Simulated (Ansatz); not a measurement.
Consider the following.

La₂O₃:
```yaml
crystal:
  lattice:
    - [3.90622, 0.00000, 0.00000]
    - [-1.95311, 3.38288, 0.00000]
    - [0.00000, 0.00000, 6.04095]
  atoms:
    - { symbol: La, position: [0.66667, 0.33333, 0.75462] }
    - { symbol: La, position: [0.33333, 0.66667, 0.24538] }
    - { symbol: O, position: [0.66667, 0.33333, 0.35399] }
    - { symbol: O, position: [0.33333, 0.66667, 0.64601] }
    - { symbol: O, position: [0.00000, 0.00000, 0.00000] }
```

This is the PBEsol-relaxed structure.

Question: All from PBEsol (plane waves, PAW; program Ansatz), unless another level is named. Give the electron effective mass.

Answer: 1.3 mₑ (isotropic).

Question: Predict the gap with spin–orbit coupling.

Answer: 3.76 eV.

Question: And the HSE06 gap on the PBEsol cell?

Answer: 5.30 eV.

Question: Predict the valence-band maximum.

Answer: on the H–A line, 24 % of the way from H.

Question: Next, the conduction-band minimum?

Answer: at K (2 equivalent valleys).

Space group P-3m1 (La2O3 or Ni2Al3 type). The cell was relaxed with PBEsol under the symmetry of its start. Spin–orbit coupling is left out wherever it is not named.

Potentials: the earlier of the program's two PAW sets. The files were generated under PBE; for other functionals the program regenerates the frozen cores, and for LDA and PBEsol the local potential too.
